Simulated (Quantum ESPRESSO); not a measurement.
Al3GaWCu2Zn, input and log of a self-consistent run

A calculation, not a measurement. The program is pw.x of Quantum ESPRESSO 7.5 (plane-wave density functional theory). The cell is made up: eight metal atoms on a face-centred cubic lattice, with elements, volume, strain and displacements drawn at random and not relaxed, so it may be unstable or far from any real phase. PseudoDojo standard norm-conserving files set the functional (PBE unless stated); there is no spin polarisation or spin-orbit coupling, the Fermi-Dirac width of 0.25 eV means electrons at about 2900 K, and the masses in the input are unused placeholders. The copper pseudopotential is less sure than most, with forces differing by about three percent and pressure by about two GPa from a second method on plain copper. Heavy elements are run without spin-orbit coupling, which real alloys of them have. A spin test at this wide smearing found no moment, but such smearing suppresses magnetism that the real alloy may have.

Input:

```
&control calculation='scf', pseudo_dir='./dojo.nc.sr.pbe.v0_5.standard.upf', outdir='./o', disk_io='minimal', tprnfor=.true., tstress=.true. /
&system ibrav=0, nat=8, ntyp=5, nbnd=57, ecutwfc=92.02030273, nosym=.true., tot_charge=0,
 occupations='smearing', smearing='fd', degauss=0.0183746611
/
&electrons conv_thr=1.470e-08, electron_maxstep=70, mixing_beta=0.5 /
ATOMIC_SPECIES
Al 1.0 Al.upf
Cu 1.0 Cu.upf
Ga 1.0 Ga.upf
W 1.0 W.upf
Zn 1.0 Zn.upf
CELL_PARAMETERS angstrom
-3.7872 -0.0602 0.0329
-1.9374 -3.9173 -1.8781
-2.0032 -4.0337 5.9328
ATOMIC_POSITIONS angstrom
Al 0.0205 0.0621 -0.073
Ga -1.9882 -3.9142 2.0934
W -1.9871 -2.0609 -0.0805
Cu -3.8405 -6.0538 2.0711
Cu -3.8913 -4.0017 3.9006
Zn -3.915 -3.9585 0.0335
Al -3.9106 -1.9685 1.9784
Al -5.8084 -6.1215 4.0534
K_POINTS automatic
7 6 4 1 1 1
```

The log is shortened where brackets say so; the opening notice, blank lines, dates and the lines on written files are dropped, and the path of the files is cut. It prints rydbergs, bohrs and kilobars, and counts compression as positive stress. Its total energy is the free energy E - TS of the whole cell.

```
     Program PWSCF v.7.5
     Parallel version (MPI & OpenMP), running on       4 processor cores
     Number of MPI processes:                 4
     Threads/MPI process:                     1
     [start-up lines left out]
     bravais-lattice index     =            0
     lattice parameter (alat)  =       7.1579  a.u.
     unit-cell volume          =     781.3748 (a.u.)^3
     number of atoms/cell      =            8
     number of atomic types    =            5
     number of electrons       =        94.00
     number of Kohn-Sham states=           57
     kinetic-energy cutoff     =      92.0203  Ry
     charge density cutoff     =     368.0812  Ry
     scf convergence threshold =      1.5E-08
     mixing beta               =       0.5000
     number of iterations used =            8  plain     mixing
     Exchange-correlation= PBE
                           (   1   4   3   4   0   0   0)
     [axes and pseudopotential details left out]
   Cartesian axes
     site n.     atom                  positions (alat units)
         1        Al     tau(   1) = (   0.0054121   0.0163946  -0.0192723  )
         2        Ga     tau(   2) = (  -0.5248928  -1.0333645   0.5526660  )
         3        W      tau(   3) = (  -0.5246024  -0.5440859  -0.0212523  )
         4        Cu     tau(   4) = (  -1.0139074  -1.5982275   0.5467787  )
         5        Cu     tau(   5) = (  -1.0273188  -1.0564648   1.0297740  )
         6        Zn     tau(   6) = (  -1.0335757  -1.0450599   0.0088441  )
         7        Al     tau(   7) = (  -1.0324141  -0.5196919   0.5223055  )
         8        Al     tau(   8) = (  -1.5334409  -1.6161005   1.0701138  )
     number of k points=    84  Fermi-Dirac smearing, width (Ry)=  0.0184
                       cart. coord. in units 2pi/alat
        k(    1) = (  -0.0704064  -0.0547694   0.0187966), wk =   0.0238095
        k(    2) = (  -0.0684277  -0.1134613   0.1391737), wk =   0.0238095
     [further k points left out]
     Dense  grid:    93151 G-vectors     FFT dimensions: (  45,  60,  90)
     Estimated max dynamical RAM per process >     377.48 MB
     Estimated total dynamical RAM >       1.41 GB
     Initial potential from superposition of free atoms
     starting charge      93.9887, renormalised to      94.0000
     Starting wfcs are   61 randomized atomic wfcs
     total cpu time spent up to now is        8.5 secs
     per-process dynamical memory:   312.2 Mb
     Self-consistent Calculation
     iteration #  1     ecut=    92.02 Ry     beta= 0.50
     Davidson diagonalization with overlap
     ethr =  1.00E-02,  avg # of iterations =  4.5
     total cpu time spent up to now is       32.2 secs
     total energy              =   -1490.16602165 Ry
     estimated scf accuracy    <       7.60728565 Ry
     iteration #  2     ecut=    92.02 Ry     beta= 0.50
     Davidson diagonalization with overlap
     ethr =  8.09E-03,  avg # of iterations =  3.4
     total cpu time spent up to now is       54.3 secs
     total energy              =   -1491.53661974 Ry
     estimated scf accuracy    <      46.76073360 Ry
     iteration #  3     ecut=    92.02 Ry     beta= 0.50
     Davidson diagonalization with overlap
     ethr =  8.09E-03,  avg # of iterations =  4.8
     total cpu time spent up to now is       74.3 secs
     total energy              =   -1495.06141501 Ry
     estimated scf accuracy    <       2.59292313 Ry
     iteration #  4     ecut=    92.02 Ry     beta= 0.50
     Davidson diagonalization with overlap
     ethr =  2.76E-03,  avg # of iterations =  2.2
     total cpu time spent up to now is       91.5 secs
     total energy              =   -1495.03429719 Ry
     estimated scf accuracy    <       0.99792121 Ry
     iteration #  5     ecut=    92.02 Ry     beta= 0.50
     Davidson diagonalization with overlap
     ethr =  1.06E-03,  avg # of iterations =  3.0
     total cpu time spent up to now is      109.7 secs
     total energy              =   -1495.07015784 Ry
     estimated scf accuracy    <       0.12994483 Ry
     [iterations 6 to 10 left out]
     iteration # 11     ecut=    92.02 Ry     beta= 0.50
     Davidson diagonalization with overlap
     ethr =  9.48E-08,  avg # of iterations =  2.6
     total cpu time spent up to now is      224.3 secs
     total energy              =   -1495.09429641 Ry
     estimated scf accuracy    <       0.00007074 Ry
     iteration # 12     ecut=    92.02 Ry     beta= 0.50
     Davidson diagonalization with overlap
     ethr =  7.53E-08,  avg # of iterations =  2.0
     total cpu time spent up to now is      241.4 secs
     total energy              =   -1495.09430730 Ry
     estimated scf accuracy    <       0.00000352 Ry
     iteration # 13     ecut=    92.02 Ry     beta= 0.50
     Davidson diagonalization with overlap
     ethr =  3.75E-09,  avg # of iterations =  2.0
     total cpu time spent up to now is      258.6 secs
     total energy              =   -1495.09430785 Ry
     estimated scf accuracy    <       0.00000004 Ry
     iteration # 14     ecut=    92.02 Ry     beta= 0.50
     Davidson diagonalization with overlap
     ethr =  4.70E-11,  avg # of iterations =  4.2
     total cpu time spent up to now is      280.3 secs
     total energy              =   -1495.09430787 Ry
     estimated scf accuracy    <       0.00000002 Ry
     iteration # 15     ecut=    92.02 Ry     beta= 0.50
     Davidson diagonalization with overlap
     ethr =  2.08E-11,  avg # of iterations =  2.0
     total cpu time spent up to now is      297.8 secs
     End of self-consistent calculation
     [lines on levels left out]
!    total energy              =   -1495.09430788 Ry
     estimated scf accuracy    <          1.7E-09 Ry
     smearing contrib. (-TS)   =      -0.04137183 Ry
     internal energy E=F+TS    =   -1495.05293605 Ry
     The total energy is F=E-TS. E is the sum of the following terms:
     one-electron contribution =   -1032.93311910 Ry
     hartree contribution      =     563.51553262 Ry
     xc contribution           =    -219.90637521 Ry
     ewald contribution        =    -805.72897436 Ry
     convergence has been achieved in  15 iterations
     Forces acting on atoms (cartesian axes, Ry/au):
     atom    1 type  1   force =    -0.00930616   -0.04857374   -0.02567854
     atom    2 type  3   force =    -0.00056654   -0.01204414   -0.00384164
     atom    3 type  4   force =     0.01011273    0.04242013    0.05307828
     atom    4 type  2   force =    -0.01046940    0.02156262    0.00461437
     atom    5 type  2   force =     0.00577688   -0.00337697    0.00699960
     atom    6 type  5   force =     0.01166191   -0.03143191    0.00427963
     atom    7 type  1   force =     0.00970574   -0.00679112    0.00379511
     atom    8 type  1   force =    -0.01691516    0.03823512   -0.04324680
     Total force =     0.116574     Total SCF correction =     0.000310
     Computing stress (Cartesian axis) and pressure
          total   stress  (Ry/bohr**3)                   (kbar)     P=       13.21
  -0.00004371  -0.00018735   0.00014662           -6.43      -27.56       21.57
  -0.00018735   0.00035324   0.00012506          -27.56       51.96       18.40
   0.00014662   0.00012506  -0.00004020           21.57       18.40       -5.91
     init_run     :      7.74s CPU      8.01s WALL (       1 calls)
     electrons    :    288.49s CPU    289.32s WALL (       1 calls)
     forces       :      3.02s CPU      3.03s WALL (       1 calls)
     stress       :     11.10s CPU     11.11s WALL (       1 calls)
     [timing details left out]
     PWSCF        :   5m10.88s CPU   5m12.03s WALL
     JOB DONE.
```

In other units: free energy -20341.794 eV for the cell, pressure 1.32 GPa, largest force component 1.365 eV/Å in size. The run took 314 s of wall time with four MPI processes on a shared machine (Intel Xeon, 2023 or later, virtual cores), so the time is rough. A rerun of this cell at a higher cutoff and on a denser mesh moved values by no more than 0.003 eV in energy, 0.03 GPa in stress and 0.004 eV/Å in force, and a second program with other atomic files agreed on that cell to 2 % rms in force and 0.5 GPa in pressure.